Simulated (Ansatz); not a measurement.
ScB$_{2}$:
```cif
data_B2Sc
_chemical_formula_sum 'Sc1 B2'
_space_group_name_H-M_alt 'P 1'
_space_group_IT_number 1
_cell_length_a 3.14292
_cell_length_b 3.14292
_cell_length_c 3.52430
_cell_angle_alpha 90.000
_cell_angle_beta 90.000
_cell_angle_gamma 120.000
loop_
_space_group_symop_operation_xyz
  'x, y, z'
loop_
_atom_site_label
_atom_site_type_symbol
_atom_site_fract_x
_atom_site_fract_y
_atom_site_fract_z
_atom_site_occupancy
Sc1 Sc 0.00000 0.00000 0.00000 1
B1 B 0.66667 0.33333 0.50000 1
B2 B 0.33333 0.66667 0.50000 1
```

Relaxed with r²SCAN.

Task: Which orbitals make up the states near the Fermi level in plane-wave PAW r²SCAN (Ansatz code)?

Result: Within 0.5 eV of the Fermi level: Sc 3d 67 %, B 2p 29 %. Projections are on Löwdin-orthogonalised atomic valence shells; empty p or d shells of many metals are not among them.

Task: Tabulate the density of states.

Result: States/eV per cell of 3 atoms, in 0.25 eV bins, energy from the Fermi level.

```
E (eV)  total  Sc 3d  B 2p  B 2s
------  -----  -----  ----  ----
-7.85    0.19   0.02  0.09  0.07
-7.60    0.21   0.03  0.12  0.06
-7.35    0.46   0.06  0.25  0.14
-7.10    0.63   0.08  0.34  0.19
-6.85    0.66   0.08  0.37  0.19
-6.60    0.58   0.07  0.34  0.16
-6.35    0.48   0.06  0.27  0.13
-6.10    0.47   0.06  0.27  0.12
-5.85    0.46   0.06  0.27  0.10
-5.60    0.49   0.07  0.31  0.09
-5.35    0.53   0.07  0.34  0.09
-5.10    0.58   0.07  0.39  0.08
-4.85    0.66   0.08  0.45  0.08
-4.60    0.86   0.10  0.61  0.08
-4.35    0.78   0.10  0.57  0.06
-4.10    0.81   0.11  0.60  0.06
-3.85    1.02   0.14  0.76  0.06
-3.60    1.04   0.15  0.77  0.06
-3.35    1.04   0.16  0.78  0.06
-3.10    1.23   0.20  0.93  0.05
-2.85    1.35   0.22  1.03  0.04
-2.60    1.48   0.25  1.14  0.03
-2.35    1.79   0.35  1.35  0.03
-2.10    2.60   0.66  1.84  0.02
-1.85    1.49   0.39  1.04  0.02
-1.60    1.16   0.36  0.76  0.01
-1.35    1.02   0.36  0.63  0.01
-1.10    0.96   0.38  0.56  0.00
-0.85    0.79   0.36  0.41  0.00
-0.60    0.73   0.38  0.33  0.00
-0.35    0.79   0.48  0.29  0.01
-0.10    0.82   0.54  0.25  0.01
0.15     0.88   0.62  0.22  0.01
0.40     0.79   0.57  0.18  0.01
0.65     0.68   0.50  0.15  0.00
0.90     0.56   0.42  0.12  0.00
1.15     0.42   0.33  0.08  0.00
1.40     0.26   0.20  0.05  0.00
1.65     0.19   0.15  0.03  0.00
1.90     0.36   0.27  0.07  0.00
2.15     0.53   0.40  0.11  0.00
2.40     0.69   0.53  0.14  0.00
2.65     0.91   0.70  0.18  0.00
2.90     1.21   0.92  0.25  0.01
3.15     1.63   1.18  0.35  0.06
3.40     1.62   1.25  0.28  0.05
3.65     1.65   1.33  0.24  0.04
3.90     1.94   1.59  0.26  0.04
4.15     1.98   1.62  0.26  0.05
4.40     2.04   1.69  0.25  0.05
4.65     2.48   2.02  0.34  0.07
```

Space group P6/mmm. The first step of the workflow began from a Materials Project structure, measured or hypothetical; the Crystallography Open Database files this formula in space group No. 191, but the cells were not matched. Whether it is the stable phase at ambient conditions was not checked. The cell was relaxed with r²SCAN under the symmetry of its start; whether a distortion lowers the energy is not shown. The run is not spin-polarised.

Potentials: the later of the program's two PAW sets.
